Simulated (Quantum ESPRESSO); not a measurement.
# Ag5NbIr2: input and log of a self-consistent run

Computed values, not a measurement. The program is pw.x of Quantum ESPRESSO 7.5 (plane-wave density functional theory). The cell is made up: eight metal atoms on a hexagonal close-packed lattice, with elements, volume, strain and displacements drawn at random and not relaxed, so it may be unstable or far from any real phase. PseudoDojo standard norm-conserving files set the functional (PBE unless stated); there is no spin polarisation or spin-orbit coupling, the Fermi-Dirac width of 0.25 eV means electrons at about 2900 K, and the masses in the input are unused placeholders. Heavy elements are run without spin-orbit coupling, which real alloys of them have. A spin test at this wide smearing found no moment, but such smearing suppresses magnetism that the real alloy may have.

Input:

```
&control calculation='scf', pseudo_dir='./dojo.nc.sr.pbe.v0_5.standard.upf', outdir='./o', disk_io='medium', tprnfor=.true., tstress=.true. /
&system ibrav=0, nat=8, ntyp=3, nbnd=83, ecutwfc=82.02448710, nosym=.true., tot_charge=0,
 occupations='smearing', smearing='fd', degauss=0.0183746611
/
&electrons conv_thr=1.470e-08, electron_maxstep=70, mixing_beta=0.5 /
ATOMIC_SPECIES
Ag 1.0 Ag.upf
Ir 1.0 Ir.upf
Nb 1.0 Nb.upf
CELL_PARAMETERS angstrom
0.0 4.906 0.0
2.8325 0.0 4.5682
2.8325 0.0 -4.5682
ATOMIC_POSITIONS angstrom
Ag -0.0125 0.0401 -0.0706
Ag 2.712 0.1245 0.0139
Nb 2.7938 1.6236 -2.2382
Ag 2.8637 1.5552 2.3781
Ir 1.418 2.3718 -0.1897
Ag 4.2648 2.2899 0.1485
Ir 1.4321 4.2536 -2.2918
Ag 1.4297 3.9692 2.4101
K_POINTS automatic
5 5 5 1 1 1
```

The log is shortened where brackets say so; the opening notice, blank lines, dates and the lines on written files are dropped, and the path of the files is cut. It prints rydbergs, bohrs and kilobars, and counts compression as positive stress. Its total energy is the free energy E - TS of the whole cell.

```
     Program PWSCF v.7.5
     Parallel version (MPI & OpenMP), running on       1 processor cores
     Number of MPI processes:                 1
     Threads/MPI process:                     1
     [start-up lines left out]
     bravais-lattice index     =            0
     lattice parameter (alat)  =       9.2710  a.u.
     unit-cell volume          =     856.7797 (a.u.)^3
     number of atoms/cell      =            8
     number of atomic types    =            3
     number of electrons       =       142.00
     number of Kohn-Sham states=           83
     kinetic-energy cutoff     =      82.0245  Ry
     charge density cutoff     =     328.0979  Ry
     scf convergence threshold =      1.5E-08
     mixing beta               =       0.5000
     number of iterations used =            8  plain     mixing
     Exchange-correlation= PBE
                           (   1   4   3   4   0   0   0)
     [axes and pseudopotential details left out]
   Cartesian axes
     site n.     atom                  positions (alat units)
         1        Ag     tau(   1) = (  -0.0025479   0.0081737  -0.0143905  )
         2        Ag     tau(   2) = (   0.5527925   0.0253771   0.0028333  )
         3        Nb     tau(   3) = (   0.5694660   0.3309417  -0.4562169  )
         4        Ag     tau(   4) = (   0.5837138   0.3169996   0.4847330  )
         5        Ir     tau(   5) = (   0.2890338   0.4834488  -0.0386669  )
         6        Ag     tau(   6) = (   0.8693029   0.4667550   0.0302691  )
         7        Ir     tau(   7) = (   0.2919079   0.8670200  -0.4671423  )
         8        Ag     tau(   8) = (   0.2914187   0.8090501   0.4912556  )
     number of k points=    63  Fermi-Dirac smearing, width (Ry)=  0.0184
                       cart. coord. in units 2pi/alat
        k(    1) = (   0.1732039   0.1000000   0.0000000), wk =   0.0320000
        k(    2) = (   0.3464078   0.1000000  -0.1073946), wk =   0.0320000
     [further k points left out]
     Dense  grid:    85955 G-vectors     FFT dimensions: (  54,  60,  60)
     Estimated max dynamical RAM per process >     162.55 MB
     Initial potential from superposition of free atoms
     starting charge     141.9951, renormalised to     142.0000
     Starting wfcs are   80 randomized atomic wfcs +    3 random wfcs
     total cpu time spent up to now is       32.4 secs
     per-process dynamical memory:    88.4 Mb
     Self-consistent Calculation
     iteration #  1     ecut=    82.02 Ry     beta= 0.50
     Davidson diagonalization with overlap
     ethr =  1.00E-02,  avg # of iterations =  3.0
     total cpu time spent up to now is      126.4 secs
     total energy              =   -2133.72141760 Ry
     estimated scf accuracy    <       2.82551724 Ry
     iteration #  2     ecut=    82.02 Ry     beta= 0.50
     Davidson diagonalization with overlap
     ethr =  1.99E-03,  avg # of iterations =  3.0
     total cpu time spent up to now is      212.5 secs
     total energy              =   -2132.64721649 Ry
     estimated scf accuracy    <      24.67010419 Ry
     iteration #  3     ecut=    82.02 Ry     beta= 0.50
     Davidson diagonalization with overlap
     ethr =  1.99E-03,  avg # of iterations =  2.3
     total cpu time spent up to now is      281.0 secs
     total energy              =   -2135.08464832 Ry
     estimated scf accuracy    <       1.23395290 Ry
     iteration #  4     ecut=    82.02 Ry     beta= 0.50
     Davidson diagonalization with overlap
     ethr =  8.69E-04,  avg # of iterations =  2.0
     total cpu time spent up to now is      345.7 secs
     total energy              =   -2135.19108830 Ry
     estimated scf accuracy    <       0.07224110 Ry
     iteration #  5     ecut=    82.02 Ry     beta= 0.50
     Davidson diagonalization with overlap
     ethr =  5.09E-05,  avg # of iterations =  2.2
     total cpu time spent up to now is      430.2 secs
     total energy              =   -2135.19480184 Ry
     estimated scf accuracy    <       0.02187833 Ry
     [iterations 6 to 8 left out]
     iteration #  9     ecut=    82.02 Ry     beta= 0.50
     Davidson diagonalization with overlap
     ethr =  1.11E-07,  avg # of iterations =  2.2
     total cpu time spent up to now is      721.4 secs
     total energy              =   -2135.20063423 Ry
     estimated scf accuracy    <       0.00002423 Ry
     iteration # 10     ecut=    82.02 Ry     beta= 0.50
     Davidson diagonalization with overlap
     ethr =  1.71E-08,  avg # of iterations =  2.3
     total cpu time spent up to now is      794.0 secs
     total energy              =   -2135.20063776 Ry
     estimated scf accuracy    <       0.00001135 Ry
     iteration # 11     ecut=    82.02 Ry     beta= 0.50
     Davidson diagonalization with overlap
     ethr =  8.00E-09,  avg # of iterations =  1.2
     total cpu time spent up to now is      854.7 secs
     total energy              =   -2135.20063861 Ry
     estimated scf accuracy    <       0.00000020 Ry
     iteration # 12     ecut=    82.02 Ry     beta= 0.50
     Davidson diagonalization with overlap
     ethr =  1.43E-10,  avg # of iterations =  4.2
     total cpu time spent up to now is      931.4 secs
     total energy              =   -2135.20063865 Ry
     estimated scf accuracy    <       0.00000007 Ry
     iteration # 13     ecut=    82.02 Ry     beta= 0.50
     Davidson diagonalization with overlap
     ethr =  4.74E-11,  avg # of iterations =  2.0
     total cpu time spent up to now is     1005.4 secs
     End of self-consistent calculation
     [lines on levels left out]
!    total energy              =   -2135.20063866 Ry
     estimated scf accuracy    <       0.00000001 Ry
     smearing contrib. (-TS)   =      -0.07504334 Ry
     internal energy E=F+TS    =   -2135.12559532 Ry
     The total energy is F=E-TS. E is the sum of the following terms:
     one-electron contribution =    -695.40640653 Ry
     hartree contribution      =     437.75613857 Ry
     xc contribution           =    -345.41751357 Ry
     ewald contribution        =   -1532.05781378 Ry
     convergence has been achieved in  13 iterations
     Forces acting on atoms (cartesian axes, Ry/au):
     atom    1 type  1   force =    -0.00490523   -0.06764156    0.05436500
     atom    2 type  1   force =     0.02464944   -0.09482050    0.03271227
     atom    3 type  3   force =    -0.00568498   -0.00755914   -0.00307065
     atom    4 type  1   force =    -0.07589846    0.05180003   -0.06284529
     atom    5 type  2   force =     0.02676686    0.09881247    0.04505593
     atom    6 type  1   force =    -0.01648924    0.07857345   -0.02387302
     atom    7 type  2   force =     0.05276335   -0.06619905   -0.00676120
     atom    8 type  1   force =    -0.00120175    0.00703432   -0.03558305
     Total force =     0.242427     Total SCF correction =     0.000300
     Computing stress (Cartesian axis) and pressure
          total   stress  (Ry/bohr**3)                   (kbar)     P=      147.64
   0.00098855  -0.00006229   0.00033370          145.42       -9.16       49.09
  -0.00006229   0.00091242   0.00001311           -9.16      134.22        1.93
   0.00033370   0.00001311   0.00111003           49.09        1.93      163.29
     init_run     :     27.90s CPU     32.21s WALL (       1 calls)
     electrons    :    914.22s CPU    973.06s WALL (       1 calls)
     forces       :     11.00s CPU     11.13s WALL (       1 calls)
     stress       :     49.96s CPU     50.23s WALL (       1 calls)
     [timing details left out]
     PWSCF        :  16m43.55s CPU  17m48.97s WALL
     JOB DONE.
```

In other units: free energy -29050.885 eV for the cell, pressure 14.76 GPa, largest force component 2.541 eV/Å in size. The run took 1071 s of wall time with one process on a shared machine (AMD EPYC, Zen 5, virtual cores), so the time is rough. A rerun of this cell at a higher cutoff and on a denser mesh moved values by no more than 0.008 eV in energy, 0.14 GPa in stress and 0.006 eV/Å in force, and a second program with other atomic files agreed on that cell to 2 % rms in force and 0.5 GPa in pressure.